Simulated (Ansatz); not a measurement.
**Band structure of ZrC**

```
CELL_PARAMETERS angstrom
0.00000 2.35021 2.35021
2.35021 0.00000 2.35021
2.35021 2.35021 0.00000
ATOMIC_POSITIONS crystal
Zr 0.50000 0.50000 0.50000
C 0.00000 0.00000 0.00000
```

Atom numbers follow the list: Zr1, C2.

The geometry is COD entry 1562921, unchecked; take it as a test cell.

These are results of DFT, PBEsol, all-electron LAPW, scalar-relativistic in Ansatz 0.2.0, not measurements.

Numerical set-up: a Γ-centred 15×15×15 k mesh, Fermi–Dirac smearing of 0.05 eV, basis error target 0.5 meV/atom, no spin polarisation.

Points in fractions of the reciprocal vectors of this cell: Γ (0, 0, 0), X (0.5, 0, 0.5), U (0.625, 0.25, 0.625), K (0.375, 0.375, 0.75), L (0.5, 0.5, 0.5), W (0.5, 0.25, 0.75). The path joins them by straight lines in the order Γ–X–U–K–Γ–L–W–X; legs that retrace an earlier one aren't tabulated. Energies are in eV from the Fermi level.

Metal or insulator at this level of theory?

No gap opens: metallic or semimetallic.

Tabulate bands 14 to 20, counted from the lowest band of the run, along the path.


```csv
k (1/Å),point,band 14,band 15,band 16,band 17,band 18,band 19,band 20
0.00,Γ,-25.70,-11.27,0.96,0.96,0.96,1.07,1.07
0.19,,-25.71,-11.12,-0.26,0.31,0.31,0.85,1.95
0.38,,-25.75,-10.71,-1.84,-0.14,-0.14,0.32,3.04
0.57,,-25.81,-10.22,-2.97,-0.34,-0.34,-0.33,3.39
0.76,,-25.88,-9.90,-3.37,-0.93,-0.33,-0.33,3.75
0.95,,-25.93,-9.89,-3.03,-1.40,-0.18,-0.18,4.11
1.15,,-25.97,-10.02,-2.38,-1.70,0.00,0.00,4.38
1.34,X,-25.99,-10.09,-2.05,-1.80,0.08,0.08,4.48
1.40,,-25.99,-10.07,-2.06,-1.83,0.02,0.10,4.57
1.47,,-25.98,-10.03,-2.08,-1.91,-0.15,0.18,4.82
1.54,,-25.97,-9.95,-2.11,-2.05,-0.40,0.31,5.20
1.61,,-25.96,-9.86,-2.25,-2.14,-0.68,0.50,5.42
1.67,,-25.95,-9.74,-2.49,-2.19,-0.98,0.77,5.27
1.74,,-25.93,-9.60,-2.76,-2.23,-1.28,1.10,5.09
1.81,U,-25.92,-9.45,-3.05,-2.28,-1.55,1.49,4.89
1.93,,-25.91,-9.37,-3.18,-2.31,-1.76,1.84,4.63
2.04,,-25.93,-9.29,-3.28,-2.34,-1.98,2.37,4.17
2.16,,-25.94,-9.24,-3.33,-2.37,-2.12,2.98,3.60
2.28,,-25.94,-9.24,-3.33,-2.37,-2.12,2.98,3.60
2.39,,-25.93,-9.29,-3.28,-2.34,-1.98,2.37,4.17
2.51,,-25.91,-9.37,-3.18,-2.31,-1.76,1.84,4.63
2.63,K,-25.92,-9.45,-3.05,-2.28,-1.55,1.49,4.89
2.83,,-25.86,-9.04,-3.86,-2.36,-2.22,2.95,4.19
3.03,,-25.80,-8.91,-4.21,-2.54,-2.30,3.40,4.38
3.24,,-25.75,-9.27,-3.83,-2.47,-2.03,2.65,3.86
3.44,,-25.72,-9.94,-2.85,-1.99,-1.51,1.99,3.19
3.64,,-25.71,-10.61,-1.55,-1.13,-0.77,1.49,2.53
3.84,,-25.70,-11.10,-0.15,0.05,0.12,1.18,1.73
4.05,Γ,-25.70,-11.27,0.96,0.96,0.96,1.07,1.07
4.21,,-25.70,-11.15,0.07,0.30,0.30,1.33,1.33
4.38,,-25.71,-10.82,-1.04,-0.60,-0.60,1.69,1.69
4.54,,-25.73,-10.30,-2.18,-1.40,-1.40,2.23,2.23
4.71,,-25.75,-9.67,-3.27,-2.06,-2.06,2.91,2.91
4.87,,-25.76,-9.00,-4.25,-2.54,-2.54,3.65,3.65
5.04,,-25.78,-8.41,-5.00,-2.83,-2.83,4.26,4.26
5.20,L,-25.78,-8.15,-5.32,-2.93,-2.93,4.51,4.51
5.34,,-25.79,-8.22,-5.23,-2.88,-2.87,4.27,4.49
5.47,,-25.80,-8.42,-4.95,-2.74,-2.73,3.84,4.35
5.61,,-25.84,-8.69,-4.52,-2.58,-2.51,3.50,4.01
5.74,,-25.88,-8.96,-4.01,-2.46,-2.28,3.31,3.62
5.88,,-25.93,-9.18,-3.47,-2.39,-2.14,3.25,3.36
6.01,,-25.98,-9.33,-2.96,-2.35,-2.19,3.27,3.28
6.15,W,-26.01,-9.38,-2.63,-2.34,-2.34,3.29,3.29
6.24,,-26.01,-9.42,-2.52,-2.34,-2.32,2.67,3.89
6.34,,-26.01,-9.53,-2.30,-2.27,-2.21,2.05,4.44
6.44,,-26.00,-9.68,-2.22,-2.21,-1.73,1.46,4.91
6.53,,-26.00,-9.84,-2.15,-2.10,-1.16,0.94,5.26
6.63,,-25.99,-9.97,-2.10,-1.97,-0.58,0.50,5.06
6.72,,-25.99,-10.06,-2.06,-1.85,-0.11,0.20,4.65
6.82,X,-25.99,-10.09,-2.05,-1.80,0.08,0.08,4.48
```
